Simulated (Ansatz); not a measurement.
BaSrTi$_{2}$O$_{6}$:
```
CELL_PARAMETERS angstrom
      3.94093     0.00000     0.00000
      0.00000     3.94093     0.00000
      0.00000     0.00000     8.01642
ATOMIC_POSITIONS crystal
  Ba 0.00000 0.00000 0.01143
  O  0.50000 0.50000 0.99552
  Ti 0.50000 0.50000 0.27417
  O  0.50000 0.00000 0.26058
  O  0.00000 0.50000 0.26058
  Sr 0.00000 0.00000 0.51409
  O  0.50000 0.50000 0.50151
  Ti 0.50000 0.50000 0.76220
  O  0.50000 0.00000 0.74356
  O  0.00000 0.50000 0.74356
```

Relaxed with r²SCAN.

**Question.** Give the Bader charges and basin volumes of the independent atoms, plane-wave PAW r²SCAN (Ansatz code).

**Answer.** 

```
atom  Bader charge (e)  Bader volume (Å³)
----  ----------------  -----------------
Ba1              +1.57               20.3
O2               -1.30               12.3
Ti3              +2.31                6.9
O4               -1.31               12.6
Sr6              +1.64               15.6
O7               -1.28               12.5
Ti8              +2.32                6.8
O9               -1.31               12.4
```

Space group P4mm. The start of the workflow was typed in or built on a structure type; neither database checked (COD, Materials Project) lists it. Whether it is the stable phase at ambient conditions was not checked. The cell was relaxed with r²SCAN under the symmetry of its start; whether a distortion lowers the energy is not shown. The workflow began spin-polarised and lost its moments. Spin–orbit coupling is left out wherever it is not named.

Potentials: the earlier of the program's two PAW sets.
